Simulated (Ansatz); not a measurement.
BaF$_{2}$ (fluorite, Fm-3m), DFT-LDA in the program Ansatz with PAW potentials. The conduction-band minimum lies at Γ, with 1 equivalent valley. Second derivatives d²E/dk² of the lowest band at one valley (eV·Å²), along Cartesian directions:

| direction | d²E/dk² |
|---|---|
| [100] | 16.07 |
| [010] | 16.07 |
| [001] | 16.07 |
| [110] | 16.07 |
| [101] | 16.07 |
| [011] | 16.07 |

**Question.** Find the principal effective masses, the density-of-states mass and the conductivity mass.

**Answer.** Off-diagonal terms follow from H_xy = H[110] − (H_xx + H_yy)/2, and m*/mₑ = 7.620 eV·Å² over each eigenvalue: 0.47, 0.47, 0.47. One valley's DOS mass (m₁m₂m₃)^(1/3) = 0.47, conductivity mass 3/(Σ 1/mᵢ) = 0.47 mₑ.

**Question.** What effective density of states Nc follows at 300 K for parabolic valleys?

**Answer.** Nc = 2.509e19 × 1 × (0.47)^(3/2) ≈ 8.1e18 cm⁻³.

Symmetry was held in the LDA relaxation. Scalar-relativistic: spin–orbit coupling is off unless named, which matters more the heavier the elements.

Potentials: the earlier of the program's two PAW sets.

Edges and masses are those of Kohn–Sham bands, whose gap is no quasiparticle gap.
